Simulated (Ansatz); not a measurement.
CoNiN$_{2}$:
```xyz
4
Lattice="1.3550 0.7823 5.7085 -1.3550 0.7823 5.7085 0.0000 -1.5646 5.7085" Properties=species:S:1:pos:R:3 pbc="T T T"
Co     0.0000     0.0000     8.5628
Ni     0.0000     0.0000     0.0000
N      0.0000     0.0000    15.3443
N      0.0000     0.0000     1.7813
```
The run is spin-polarised; directions of the spins, atom by atom: ↓ 0 0 0.

Relaxed with r²SCAN.

Question: Which orbitals make up the states near the Fermi level in r²SCAN (plane waves, PAW; program Ansatz)?

Answer: Within 0.5 eV of the Fermi level: Co 3d 35 %, N 2p 31 %, Ni 3d 28 %. Projections are on Löwdin-orthogonalised atomic valence shells; empty p or d shells of many metals are not among them.

Question: Tabulate the density of states.

Answer: States/eV per cell of 4 atoms, in 0.25 eV bins, energy from the Fermi level.

| E (eV) | total | N 2p | Ni 3d | Co 3d |
|---|---|---|---|---|
| -7.85 | 0.29 | 0.17 | 0.02 | 0.05 |
| -7.60 | 0.68 | 0.41 | 0.05 | 0.14 |
| -7.35 | 1.23 | 0.74 | 0.10 | 0.27 |
| -7.10 | 1.79 | 1.06 | 0.14 | 0.41 |
| -6.85 | 2.16 | 1.29 | 0.18 | 0.51 |
| -6.60 | 2.42 | 1.52 | 0.28 | 0.47 |
| -6.35 | 2.84 | 1.77 | 0.38 | 0.56 |
| -6.10 | 2.36 | 1.38 | 0.25 | 0.62 |
| -5.85 | 2.42 | 1.41 | 0.21 | 0.67 |
| -5.60 | 2.54 | 1.48 | 0.25 | 0.68 |
| -5.35 | 1.89 | 1.07 | 0.21 | 0.52 |
| -5.10 | 1.45 | 0.79 | 0.16 | 0.43 |
| -4.85 | 2.76 | 1.31 | 0.23 | 1.13 |
| -4.60 | 3.21 | 1.51 | 0.29 | 1.32 |
| -4.35 | 3.12 | 1.47 | 0.39 | 1.14 |
| -4.10 | 3.48 | 1.45 | 0.96 | 0.77 |
| -3.85 | 2.88 | 1.24 | 0.88 | 0.54 |
| -3.60 | 2.26 | 1.03 | 0.60 | 0.51 |
| -3.35 | 2.49 | 1.02 | 0.69 | 0.63 |
| -3.10 | 2.42 | 0.93 | 0.72 | 0.63 |
| -2.85 | 2.47 | 0.63 | 1.06 | 0.61 |
| -2.60 | 3.15 | 0.55 | 1.68 | 0.67 |
| -2.35 | 3.72 | 0.59 | 2.01 | 0.91 |
| -2.10 | 5.27 | 0.58 | 2.77 | 1.75 |
| -1.85 | 5.63 | 0.37 | 3.43 | 1.70 |
| -1.60 | 8.27 | 0.55 | 4.67 | 2.80 |
| -1.35 | 5.66 | 0.75 | 2.85 | 1.86 |
| -1.10 | 5.71 | 1.11 | 2.84 | 1.55 |
| -0.85 | 5.65 | 1.10 | 2.54 | 1.81 |
| -0.60 | 3.63 | 0.53 | 1.82 | 1.14 |
| -0.35 | 3.40 | 0.85 | 1.13 | 1.25 |
| -0.10 | 2.73 | 0.82 | 0.63 | 1.11 |
| 0.15 | 3.39 | 1.20 | 0.80 | 1.18 |
| 0.40 | 2.31 | 0.97 | 0.58 | 0.60 |
| 0.65 | 2.70 | 1.08 | 0.83 | 0.57 |
| 0.90 | 2.20 | 0.86 | 0.80 | 0.36 |
| 1.15 | 1.09 | 0.44 | 0.38 | 0.18 |
| 1.40 | 0.09 | 0.06 | 0.02 | 0.01 |
| 1.65 | 0.06 | 0.01 | 0.00 | 0.03 |
| 1.90 | 0.30 | 0.07 | 0.02 | 0.14 |
| 2.15 | 0.92 | 0.28 | 0.06 | 0.40 |
| 2.40 | 1.70 | 0.61 | 0.10 | 0.72 |
| 2.65 | 2.04 | 0.80 | 0.10 | 0.84 |
| 2.90 | 2.72 | 1.17 | 0.11 | 1.11 |
| 3.15 | 3.12 | 1.49 | 0.12 | 1.23 |
| 3.40 | 2.97 | 1.53 | 0.11 | 1.15 |
| 3.65 | 1.39 | 0.80 | 0.05 | 0.49 |
| 3.90 | 0.70 | 0.41 | 0.03 | 0.23 |
| 4.15 | 0.25 | 0.07 | 0.01 | 0.04 |
| 4.40 | 0.29 | 0.03 | 0.01 | 0.03 |
| 4.65 | 0.35 | 0.05 | 0.02 | 0.03 |

Space group R-3m. The start of the workflow was typed in or built on a structure type; neither database checked (COD, Materials Project) lists it. Its standing as an ambient phase is unchecked. The cell was relaxed with r²SCAN under the symmetry of its start; its stability against distortions is not shown here. Magnetic state: ferromagnetic, the only order run, not a proven ground state. Its formation energy is positive at this level, so the cell may be metastable or incomplete. Other orbital occupations within this spin state were not tried. No Hubbard U is applied.

Potentials: the later of the program's two PAW sets.
